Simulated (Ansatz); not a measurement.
Relaxed SnO (litharge type, space group P4/nmm):

```
SnO
1.0
    3.83618     0.00000     0.00000
    0.00000     3.83618     0.00000
    0.00000     0.00000     4.75736
Sn O
2 2
Cartesian
  1.91809   0.00000   1.15809
  0.00000   1.91809   3.59927
  0.00000   0.00000   0.00000
  1.91809   1.91809   0.00000
```

Two-dimensional scan of atom 3 (O, nearest neighbour Sn at 2.241 Å; its periodic images, 3.8 Å or more away, move with it): u runs along (1.000, 0.000, 0.000), v along (0.000, 1.000, 0.000) (Cartesian). Cell and other atoms are fixed.

Computed with PBE-D3(BJ) (plane waves to 420 eV, PAW, scalar-relativistic; Ansatz, a program for electronic structure). k mesh 10×10×8 (Γ-centred), Fermi-Dirac smearing 0.05 eV. Energies are smeared free energies. With partly filled bands, energies and forces of such displacements shift with the k mesh and the smearing. At this level the bands of SnO touch or barely overlap; measurements give the solid a gap. SnO was relaxed with its symmetry unable to fall. The PAW data are Ansatz's earlier set. ΔE is measured from the undisplaced structure. Axes are in Å.

**Question.** Estimate the ΔE (eV/cell) for all points of the grid u = -0.340, -0.227, -0.113, 0.000, 0.113, 0.227, 0.340 by v = -0.340, -0.227, -0.113, 0.000, 0.113, 0.227, 0.340.

**Answer.** ΔE (eV/cell), with u across and v down:

```tsv
v \ u	-0.340	-0.227	-0.113	0.000	0.113	0.227	0.340
-0.340	0.990	0.708	0.556	0.508	0.556	0.708	0.990
-0.227	0.708	0.415	0.259	0.210	0.259	0.415	0.708
-0.113	0.556	0.259	0.100	0.050	0.100	0.259	0.556
0.000	0.508	0.210	0.050	0.000	0.050	0.210	0.508
0.113	0.556	0.259	0.100	0.050	0.100	0.259	0.556
0.227	0.708	0.415	0.259	0.210	0.259	0.415	0.708
0.340	0.990	0.708	0.556	0.508	0.556	0.708	0.990
```

(A displaced cell: forces are minus the slopes of the energy, force constants its curvatures, and phonons follow from these.)
